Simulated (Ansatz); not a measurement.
## Computed energy against volume: Hf (hcp, Mg type)

Hf (hcp, Mg type), conventional cell a = b = 3.2042 Å, c = 5.0691 Å, α = β = 90.00°, γ = 120.00°. The calculation uses the primitive cell of 2 atoms, to which meshes and values per cell refer.

This relaxed cell (volume V₀) is scaled evenly in all directions, its shape held. Symmetry pins the atoms to their sites.

Level of theory: PBE (plane waves to 420 eV, PAW, scalar-relativistic; Ansatz, a quantum-chemistry and plane-wave program). k mesh 17×17×9 (Γ-centred), Fermi-Dirac smearing 0.05 eV. Energies are smeared free energies. Stress and pressure are positive under compression. With the shape held, the modulus is that of even scaling; a crystal free to change shape is softer. Hf is run without spin polarisation. Hf was relaxed with its symmetry unable to fall. Spin-orbit coupling is left out, though Hf is heavy. The zero of ΔE is the relaxed starting cell.

| V/V₀ | ΔE (kJ/mol of atoms) | P (GPa) |
|---|---|---|
| 0.900 | 8.5 | 13.5 |
| 0.925 | 4.6 | 9.5 |
| 0.950 | 2.0 | 6.0 |
| 0.975 | 0.5 | 2.8 |
| 1.000 | 0.0 | 0.0 |
| 1.025 | 0.4 | -2.5 |
| 1.050 | 1.7 | -4.8 |
| 1.075 | 3.7 | -6.8 |
| 1.100 | 6.3 | -8.7 |

Key numbers:

```yaml
pressure_at_the_smallest_volume: 13.5 GPa
energy_cost_of_the_largest_compression: 88 meV/atom
energy_cost_of_the_largest_expansion: 65 meV/atom
Bulk modulus at fixed cell shape B₀ (third-order Birch-Murnaghan fit): 107 GPa
Pressure derivative B₀′ (fit): 3.4
equilibrium_volume_of_the_fit: 22.54 Å³/atom
Pressure for 5 % compression (fit): 6.0 GPa
```

(Under strain, the slope of the energy per volume gives the stress and its curvature an elastic modulus.)
